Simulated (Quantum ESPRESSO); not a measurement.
In3MgP3S, a curve over strain

Simulated, not a measurement. The program is pw.x of Quantum ESPRESSO 7.5 (plane-wave density functional theory). The cell is made up: 8 atoms on a zincblende/diamond lattice, with randomly drawn elements, strain and displacements, not relaxed. PseudoDojo standard norm-conserving files (v0.5 for PBE, v0.4.1 for LDA and PBEsol) set the functional; there is no spin polarisation, spin-orbit coupling or dispersion term, and the masses in the input are unused placeholders.

Seven runs add a strain to one cell (shear xy, as the tensor component); the atoms follow the cell and are not relaxed. Stress in the table is positive in tension.

Input of the run at +0.0013:

```
&control calculation='scf', pseudo_dir='./dojo.nc.sr.pbe.v0_5.standard.upf', outdir='./o', disk_io='low', tprnfor=.true., tstress=.true. /
&system ibrav=0, nat=8, ntyp=4, nbnd=41, ecutwfc=84.00895049, nosym=.true., tot_charge=0,
 occupations='smearing', smearing='fd', degauss=0.0018374661
/
&electrons conv_thr=7.350e-09, electron_maxstep=60, /
ATOMIC_SPECIES
In 1.0 In.upf
Mg 1.0 Mg.upf
P 1.0 P.upf
S 1.0 S.upf
CELL_PARAMETERS angstrom
5.9062 0.0022 -0.0604
0.002 5.7516 0.0129
-0.0604 0.0128 5.8506
ATOMIC_POSITIONS angstrom
In -0.141 -0.1228 0.0278
Mg -0.0495 2.8881 2.9924
In 2.9106 -0.0142 2.957
In 2.8479 2.9179 -0.0787
P 1.3953 1.5126 1.5499
P 1.4062 4.3248 4.469
P 4.3413 1.5316 4.2811
S 4.3955 4.2344 1.4859
K_POINTS automatic
4 4 4 1 1 1
```

```
added strain  free energy less that of the input shown (eV)  stress xx (GPa)  stress yy (GPa)  stress zz (GPa)  stress xy (GPa)  pressure (GPa)  iterations
     -0.0185                                         0.0397            -3.18            -3.30            -3.34            -2.07            3.27          11
     -0.0164                                         0.0295            -3.17            -3.28            -3.32            -1.79            3.25          11
     -0.0052                                        -0.0010            -3.14            -3.25            -3.26            -0.34            3.22          11
     +0.0013                                         0.0000            -3.17            -3.27            -3.27             0.50            3.24          11
     +0.0066                                         0.0111            -3.22            -3.31            -3.30             1.19            3.28          11
     +0.0196                                         0.0781            -3.44            -3.51            -3.44             2.88            3.46          11
     +0.0223                                         0.0992            -3.51            -3.57            -3.49             3.24            3.52          10
```

A cubic fit gives a slope of stress xy against the added strain of 130 GPa at zero added strain, with the atoms clamped. Across the table the free energy follows the integral of the stress to within 0.3 meV. A rerun of one of the cells at 1437 eV and a 6 x 6 x 6 mesh moved values by no more than 0.005 eV in energy, 0.02 GPa in stress and 0.010 eV/Å in force.